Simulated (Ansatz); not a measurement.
**Question.** Each is relaxed and computed with plane-wave PAW r²SCAN (Ansatz code). Which is the only metal?
A. Cs2P2Pd, Cmcm (Cs on 4c, Cs on 4c, P on 8g, Pd on 4a)
B. Ca3SnH2, Cmcm (Ca on 4c, Ca on 8g, Sn on 4c, H on 8e)
C. TiSi2, Cmcm (Si on 4c, Si on 4c, Ti on 4c)
D. BaTiB2O6, R-3 (Ba on 3a, Ti on 3b, B on 6c, O on 18f)

**Answer.** C, TiSi2, Cmcm (Si on 4c, Si on 4c, Ti on 4c). TiSi2: metal; Cs2P2Pd: gap 1.16 eV (indirect); Ca3SnH2: gap 0.39 eV (direct); BaTiB2O6: gap 2.91 eV. Standing as an ambient phase not checked: Cs2P2Pd, Cmcm (Cs on 4c, Cs on 4c, P on 8g, Pd on 4a); Ca3SnH2, Cmcm (Ca on 4c, Ca on 8g, Sn on 4c, H on 8e); BaTiB2O6, R-3 (Ba on 3a, Ti on 3b, B on 6c, O on 18f). All cells were relaxed under the symmetry of their starts (and spin orders); stability against distortions was not tested throughout. Rows with no word on spin ran without spin polarisation. Scalar-relativistic: spin–orbit coupling is off unless named, which matters more the heavier the elements.

Potentials: the later of the program's two PAW sets.
